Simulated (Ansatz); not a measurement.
# A short bond in BaAlGe

```
CELL_PARAMETERS angstrom
4.35262 0.00000 0.00000
-2.17631 3.76948 0.00000
0.00000 0.00000 5.22777
ATOMIC_POSITIONS crystal
Ba 0.00000 0.00000 0.00000
Al 0.66667 0.33333 0.50000
Ge 0.33333 0.66667 0.50000
```

The cell is Materials Project entry mp-13272, used as a structure alone.

Its shortest bond, of 2.513 Å between atom 2 (Al) and the nearest image of atom 3 (Ge), is scaled by moving both atoms along it, with the cell held and the other atoms too. The force apart is half the difference of the two atoms' forces along the bond; it holds the pull and push of their other neighbours too.

Computed with Ansatz 0.2.0; functional LDA, scalar-relativistic. Settings: a Γ-centred 8×8×6 k mesh, Fermi–Dirac smearing of 0.05 eV, no spin polarisation. Methods: LAPW: all electrons, basis error target 1 meV/atom; PAW: frozen-core files, cutoff 420 eV.

Energies are extrapolated to zero smearing and count from the unscaled cell; pressure is positive in compression; gaps take the mesh and a band path. No temperature or zero-point motion is included.

Spin–orbit coupling is left out, which matters for the heavy atoms. The PAW files were made under PBE.

| bond (Å) | force apart (eV/Å) | P LAPW (GPa) | ΔE LAPW (eV/atom) | P PAW − LAPW (GPa) | ΔE PAW − LAPW (meV/atom) | force PAW − LAPW (eV/Å) |
| --- | --- | --- | --- | --- | --- | --- |
| 2.513 | 0.00 | -2.93 | 0.000 | 0.00 | 0.0 | 0.000 |
| 2.061 | 6.23 | 1.92 | ? | 0.00 | 0.1 | 0.000 |
| 1.910 | 10.74 | 6.77 | 0.802 | -0.03 | -0.4 | -0.025 |
| 1.759 | 17.98 | 14.24 | 1.509 | -0.16 | -3.8 | -0.131 |

(1) Give the missing entry: row "2.061", column "ΔE LAPW (eV/atom)".

Answers

(1) 0.384.
